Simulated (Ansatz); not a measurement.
LaAl2Zn2 in space group I4/mmm (No. 139; Al on 4d, La on 2a, Zn on 4e), plane-wave PAW PBE (Ansatz code), all energies at zero smearing, with the estimated change up to a 700 eV cutoff added, with one set of potentials and settings (totals compare only within such a set). Cell of 5 atoms (2 Al, 1 La, 2 Zn): -13965.439 eV.

```tsv
element	reference phase	E (eV/atom)
Al	Fm-3m, 1 atoms in the cell	-537.5049
La	P6_3/mmc, 4 atoms in the cell	-6250.0953
Zn	C2/m, 3 atoms in the cell	-3319.0295
```

Formation energy per atom, worked out: (-13965.439 − 2×(-537.5049) − 1×(-6250.0953) − 2×(-3319.0295))/5 = -0.455 eV/atom (-44 kJ per mol of atoms), at 0 K, without zero-point energy or fitted corrections.

The workflow started from an entry of the Crystallography Open Database (COD). Its standing as an ambient phase is unchecked. The cell was relaxed with PBE under the symmetry of its start; whether a distortion lowers the energy is not shown. The references are the lowest solids computed at this level, not always the standard phases. Scalar-relativistic: spin–orbit coupling is off unless named, which matters more the heavier the elements.

Potentials: the later of the program's two PAW sets.
